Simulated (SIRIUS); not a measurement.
A self-consistent single point of Cu3Sn (P2_1/m, 8 atoms in the cell; from Materials Project mp-13138, changed as shown) with SIRIUS.

All values come from this method and carry its errors: LDA (PW92), GBRV LDA ultrasoft pseudopotentials (plane waves; SIRIUS 7.12.0).

The change in words: lattice vector b scaled by 1.01. Reference geometry (P6_3/mmc):
```
Cu3Sn
1.0
    5.50679     0.00000     0.00000
   -2.75339     4.76902     0.00000
    0.00000     0.00000     4.27269
Cu Sn
6 2
Cartesian
 -1.46671   4.02615   3.20452
  4.22010   0.74287   1.06817
  1.28669   0.74287   1.06817
  1.46671   4.02615   3.20452
  0.00000   1.48574   3.20452
  2.75339   3.28328   1.06817
  0.00000   3.17935   1.06817
  2.75340   1.58967   3.20452
```

Reference input (self-consistent single point, DFT, LDA (PW92), plane waves, GBRV LDA ultrasoft pseudopotentials): parameters.ngridk = 3 3 4; parameters.xc_functionals = [XC_LDA_X, XC_LDA_C_PW]; parameters.gk_cutoff = 6.325 1/bohr; parameters.pw_cutoff = 14.143 1/bohr; parameters.smearing = gaussian; parameters.smearing_width = 0.00999582 Ha; potentials = GBRV LDA ultrasoft pseudopotentials; parameters.electronic_structure_method = pseudopotential; parameters.num_bands = 85; parameters.num_mag_dims = 0; parameters.num_dft_iter = 100; parameters.energy_tol = 1e-07 Ha. This run's input differs from it in these lines:

```diff
@@ -33,3 +33,3 @@
       [0.9999999929, 0.0, 0.0],
-      [-0.4999999964, 0.8660253916, 0.0],
+      [-0.5050000055, 0.8746856092, 0.0],
       [0.0, 0.0, 0.7758948443]
```

Output (repeated stretches shortened):

```
[find] density tolerance         : 1e-06
[find] total energy tolerance    : 1e-07
[find] iter_solver_tol (initial) : 0.01
[find] iter_solver_tol (target)  : 1e-13
[find] num_dft_iter              : 100
Charges and magnetic moments
--------------------------------------------------------------------------------
total charge          : 142.000000
[find] | SCF iteration   0 out of 100|
[diagonalize] iterative solver tolerance (occupied, empty): 0.01 0.01
[diagonalize] average number of iterations: 4
[find] Charges and magnetic moments
[find] total charge          : 142.000000
[find] Energy
   [... lines left out ...]

[find] Charges and magnetic moments
[find] total charge          : 142.000000
[find] Energy
[find] smearing (-TS)                 :      -0.00487128
[find] Total energy                   :   -1369.56789657 (Ha),   -2739.13579313 (Ry)
[find] Free energy (E-TS)             :   -1369.57276784 (Ha),   -2739.14553569 (Ry)
[find] band gap (eV)                  :       0.00000000
[find] Efermi                         :       0.57530462
[find] iteration : 24, RMS (target) : 8.3646e-07 (1.0000e-06) , energy difference (target) : 3.4777e-09 (1.0000e-07)
[find] bands are converged : true
[find] iterative solver converged : false
[find] converged after 25 SCF iterations!
[find] Charges and magnetic moments
[find] total charge          : 142.000000
[find] Energy
[find] smearing (-TS)                 :      -0.00487128
[find] Total energy                   :   -1369.56789657 (Ha),   -2739.13579313 (Ry)
[find] Free energy (E-TS)             :   -1369.57276784 (Ha),   -2739.14553569 (Ry)
[find] band gap (eV)                  :       0.00000000
[find] Efermi                         :       0.57530462
[ground_state] === stress tensor components [kbar] ===
[ground_state] === stress_total ===
[ground_state]    74.043283    1.761052    0.000000
[ground_state]     1.761052   69.102449    0.000000
[ground_state]     0.000000    0.000000   67.289168
[ground_state] ==== total Forces in Ha/bohr =====
   [... lines left out ...]
[ground_state] atom:    3, force:       0.0028715      0.0018216     -0.0000000
[ground_state] atom:    4, force:       0.0001308     -0.0037271     -0.0000000
[ground_state] atom:    5, force:      -0.0001308      0.0037271      0.0000000
[ground_state] atom:    6, force:      -0.0000153     -0.0000215      0.0000000
[ground_state] atom:    7, force:       0.0000153      0.0000215     -0.0000000
```

The run converged in 25 iterations. SIRIUS prints the stress tensor with tension positive. Against the reference run the free energy goes up by 5.4 meV/atom, the pressure goes from -5.93 to -7.01 GPa and the largest force goes from 0.158 to 0.192 eV/Å.

The structure comes from a collection of computed structures, made at another level of theory; the collection holds predicted forms beside known ones. No clean gap shows at this smearing width and mesh (spacing up to 0.44 Å⁻¹); the mesh is coarse for partly filled bands, so the values carry mesh errors.

Cost on one core: about 2.7 core-minutes (a rough figure).
